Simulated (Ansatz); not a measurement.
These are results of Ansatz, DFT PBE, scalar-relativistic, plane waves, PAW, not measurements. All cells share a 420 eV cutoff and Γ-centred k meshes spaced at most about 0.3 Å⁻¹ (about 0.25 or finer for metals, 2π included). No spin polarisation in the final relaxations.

Each of these unrelaxed guesses is relaxed in cell and atoms within its symmetry. A guess keeps its type if space group and coordination stay and the shape of the cell changes little (axis ratios within about 15 %, angles within 6°); the volume may change.

1. Ge3Te2Pt

```cif
data_structure
_symmetry_space_group_name_H-M 'P4/mmm'
_symmetry_Int_Tables_number 123
_cell_length_a 3.6633
_cell_length_b 3.6633
_cell_length_c 12.2456
_cell_angle_alpha 90.000
_cell_angle_beta 90.000
_cell_angle_gamma 90.000
_cell_volume 164.33
loop_
_atom_site_label
_atom_site_type_symbol
_atom_site_symmetry_multiplicity
_atom_site_Wyckoff_symbol
_atom_site_fract_x
_atom_site_fract_y
_atom_site_fract_z
_atom_site_occupancy
Ge1 Ge 1 a 0.00000 0.00000 0.00000 1
Ge2 Ge 2 g 0.00000 0.00000 0.71455 1
Te1 Te 2 h 0.50000 0.50000 0.84736 1
Pt1 Pt 1 d 0.50000 0.50000 0.50000 1
```

2. Cd2I3

```cif
data_structure
_symmetry_space_group_name_H-M 'P4/mmm'
_symmetry_Int_Tables_number 123
_cell_length_a 5.9101
_cell_length_b 5.9101
_cell_length_c 6.1200
_cell_angle_alpha 90.000
_cell_angle_beta 90.000
_cell_angle_gamma 90.000
_cell_volume 213.77
loop_
_atom_site_label
_atom_site_type_symbol
_atom_site_symmetry_multiplicity
_atom_site_Wyckoff_symbol
_atom_site_fract_x
_atom_site_fract_y
_atom_site_fract_z
_atom_site_occupancy
Cd1 Cd 2 f 0.00000 0.50000 0.00000 1
I1 I 1 b 0.00000 0.00000 0.50000 1
I2 I 1 d 0.50000 0.50000 0.50000 1
I3 I 1 a 0.00000 0.00000 0.00000 1
```

3. YCdC4N4

```cif
data_structure
_symmetry_space_group_name_H-M 'P-43m'
_symmetry_Int_Tables_number 215
_cell_length_a 6.2048
_cell_length_b 6.2048
_cell_length_c 6.2048
_cell_angle_alpha 90.000
_cell_angle_beta 90.000
_cell_angle_gamma 90.000
_cell_volume 238.88
loop_
_atom_site_label
_atom_site_type_symbol
_atom_site_symmetry_multiplicity
_atom_site_Wyckoff_symbol
_atom_site_fract_x
_atom_site_fract_y
_atom_site_fract_z
_atom_site_occupancy
Y1 Y 1 a 0.00000 0.00000 0.00000 1
Cd1 Cd 1 b 0.50000 0.50000 0.50000 1
C1 C 4 e 0.19596 0.19596 0.19596 1
N1 N 4 e 0.30483 0.30483 0.30483 1
```

Task: Which guesses survive the relaxation?

Result: Guesses 2 and 3 keep their type.

| guess | kept | start group | end group | V start (Å³/atom) | V end | b/a and c/a, end over start | nearest neighbours start | nearest neighbours end |
| --- | --- | --- | --- | --- | --- | --- | --- | --- |
| 1 | no | P4/mmm | P4/mmm | 27.4 | 22.9 | 1.00, 1.28 | Ge 5/14, Pt 12, Te 8 | Ge 5/12, Pt 8, Te 12 |
| 2 | yes | P4/mmm | P4/mmm | 42.8 | 45.2 | 1.00, 0.97 | Cd 2, I 2/6/12 | Cd 2, I 2/6/12 |
| 3 | yes | P-43m | P-43m | 23.9 | 29.6 | 1.00, 1.00 | C 1, Cd 4, N 1, Y 4 | C 1, Cd 4, N 1, Y 4 |

Neighbours count within 15 % of an atom's shortest distance; end groups are read at 0.02 Å (0.05 Å in metals).

Weakly bound directions are ill-defined at this level, which has no dispersion term (Ge3Te2Pt P4/mmm). These runs have no spin–orbit coupling, which can matter for I, Pt and Te. In Cd2I3 P4/mmm an odd number of electrons in the primitive cell allows no gap without spin; a larger cell or a magnetic state could open one. A magnetic state wasn't ruled out in cells without spin, among them YCdC4N4 P-43m. Cells relaxed within their symmetry can be saddle points.

In counts of neighbours, a slash parts the counts of unlike sites.
